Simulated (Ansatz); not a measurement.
A plane-wave DFT run in Ansatz 0.2.0 (scalar-relativistic PAW potentials unless the input names others): input and command.

```yaml
crystal:
  lattice:
    - [0.0, 5.2606138221, 5.2606138221]
    - [5.2606138221, 0.0, 5.2606138221]
    - [5.2606138221, 5.2606138221, 0.0]
  atoms:
    - { symbol: Cs, position: [0.125, 0.125, 0.125] }
    - { symbol: Cs, position: [0.625, 0.125, 0.125] }
    - { symbol: Cs, position: [0.125, 0.125, 0.625] }
    - { symbol: Cs, position: [0.125, 0.625, 0.125] }
    - { symbol: B, position: [0.5, 0.5, 0.5] }
    - { symbol: B, position: [0.75, 0.75, 0.75] }
basis:
  ecutwfc: 420
kpoints:
  mp_grid: { grid: [6, 6, 6] }
hamiltonian:
  xc: pbe
scf:
  occupations: { method: fermi_dirac, width: 0.3 }
  n_extra_bands: 0
  max_iter: 80
output:
  forces: true
  eigenvalues: true
  stress: true
```

```bash
ansatz run input.yaml --threads 1 --pin off --max-ram 2560MiB --backend cpu --events-out ev --progress --plain --runs-dir out
```

Task: What will the program do with this input?

Result: The program refuses it, because of too few bands (scf.n_extra_bands: not typed → 0). Also changed, but not at fault: scf.occupations: {"method": "gaussian", "width": 0.1} → {"method": "fermi_dirac", "width": 0.3}. With the sound run's settings it is accepted.

Abridged log:
```
Error: inconsistent input (scf.n_extra_bands, scf.occupations.method): n_bands = 21 leaves no empty band above the 21 bands per channel that the deck's 42 electrons occupy, and the occupations search for the Fermi level (a smearing at a finite width, or tetrahedra): a level found among occupied bands alone can fill a metal as an insulator; raise scf.n_extra_bands until at least 22 bands are solved (omitted, it auto-derives to 32) (see scf.n_extra_bands in the input reference)
```